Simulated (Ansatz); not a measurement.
**Magnetic states of platinum, diamond**

Method: Ansatz, DFT, r2SCAN, plane waves (500 eV) with PAW, scalar-relativistic. The PAW files were generated under PBE, with cores re-solved for the functional.

Each start was relaxed and then solved on a dense mesh, with Fermi-Dirac smearing of 0.05 eV (0.1 eV in a metal without spin) extrapolated to zero. Rows within 2 meV/atom of each other tie.

Task: Where does each start end, and how do the energies compare? Starts: ferromagnetic; non-magnetic.

Result: 
```
        start                                 ends  ΔE (meV/atom)  V (Å³/atom)
ferromagnetic  ferromagnetic, net 0.71 μB per atom            0.0        23.62
 non-magnetic                    spin not included           26.0        23.45
```
